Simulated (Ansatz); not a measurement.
One crystal and one scan (energy over volume and axial ratio) at two levels, PBE (plane waves to 420 eV, PAW, scalar-relativistic; Ansatz, a first-principles code) and r2SCAN (plane waves to 500 eV, PAW, scalar-relativistic; Ansatz), each from its own relaxed cell and on its own mesh.

The crystal is Mg3Sb2 (A-La2O3 type, space group P-3m1); volume and axial ratio are varied about the relaxed values (subscript 0).

E stands for the smeared free energy. Mg3Sb2 was relaxed with its symmetry unable to fall. Spin-orbit coupling is left out, though Sb is heavy. As the atoms are clamped, bonds stretch with the cell, which overstates energies and stresses. Both scans cover V/V₀ from 0.920 to 1.080 and (c/a)/(c/a)₀ from 0.960 to 1.040.

```
quantity                                                                                      run 1  run 2
--------------------------------------------------------------------------------------------  -----  -----
Lattice constant a (Å)                                                                        4.596  4.567
Lattice constant c (Å)                                                                        7.272  7.247
Relaxed volume (Å³/atom)                                                                      26.60  26.18
Modulus against c/a change at fixed volume, (3/4V)·∂²E/∂(ln c/a)² (fit, atoms clamped) (GPa)     33     39
```

### Question
Which run is which level?

### Answer
Run 1 is PBE, run 2 is r2SCAN. PBE gives the higher value for: lattice constant a; lattice constant c; relaxed volume. PBE gives the lower value for: modulus against c/a change at fixed volume. Neither level is exact: the differences show how much the result hangs on the functional.

(Under strain, the slope of the energy per volume gives the stress and its curvature an elastic modulus.)
